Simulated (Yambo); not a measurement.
Si (diamond, space group Fd-3m, No. 227); a = b = c = 3.815 Å, α = β = γ = 60.00°. With the G0W0 scissor the direct gap on the mesh is 3.28 eV.

Can the lowest exciton of this BSE run be trusted, and with what binding energy? (Yambo, LDA bands; 10×10×10 mesh, 3 valence and 4 conduction bands, static screening with 18 bands and a 4 Ry block, scissor 0.74 eV, Tamm-Dancoff.)

No. The lowest state covers only about 1 of the 1000 k points, so the mesh doesn't resolve it: its energy and its distance from the direct gap are mesh artefacts. An extended exciton needs a far denser mesh. The scissor comes from a G0W0 run whose convergence isn't established. 

Geometry relaxed with LDA.
